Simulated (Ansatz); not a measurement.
AlNi:
```
CELL_PARAMETERS angstrom
      1.32498    -4.64057     0.00000
      1.32498     4.64057     0.00000
      0.00000     0.00000     3.96614
ATOMIC_POSITIONS crystal
  Al 0.65450 0.34550 0.25000
  Ni 0.92115 0.07885 0.25000
  Al 0.34550 0.65450 0.75000
  Ni 0.07885 0.92115 0.75000
```

Relaxed with PBEsol. Special points in fractions of this cell's reciprocal vectors: Γ (0.000, 0.000, 0.000); Y (-0.500, 0.500, 0.000); C0 (-0.270, 0.730, 0.000); Σ0 (0.270, 0.270, 0.000); Z (0.000, 0.000, 0.500); A0 (0.270, 0.270, 0.500); E0 (-0.270, 0.730, 0.500); T (-0.500, 0.500, 0.500); S (0.000, 0.500, 0.000); R (0.000, 0.500, 0.500).

Task: List the band energies nearest the Fermi level at these points for PBEsol (plane waves, PAW; program Ansatz).

Result: In eV from the Fermi level; about four levels below and three above (degenerate sets whole), none deeper than 8.9 eV; points with the same levels are listed once.

```
k                     below                  above
--  -----------------------  ---------------------
Γ   -1.29 -1.09 -1.05 -0.83         2.12 5.18 6.05
Y   -1.70 -1.49 -1.21 -1.07         0.06 1.67 1.93
C0  -1.88 -1.56 -1.40 -0.39         0.03 3.23 3.36
Z   -1.31 -1.31 -1.04 -1.04  2.09 2.09 10.21 10.21
A0  -0.80 -0.80 -0.20 -0.20    0.73 0.73 5.60 5.60
T   -1.12 -1.12 -1.09 -1.09    6.95 6.95 8.36 8.36
S   -1.58 -1.58 -1.18 -0.23         0.24 1.01 3.37
R   -1.45 -1.45 -0.63 -0.63    0.10 0.10 0.59 0.59
```

Space group Cmcm. The start of the workflow was typed in or built on a structure type; neither database checked (COD, Materials Project) lists it. It is not the phase usual at ambient conditions (space group No. 221). The PBEsol relaxation kept the symmetry of its start; its stability against distortions is not shown here. The workflow began spin-polarised and lost its moments.

Potentials: the later of the program's two PAW sets.
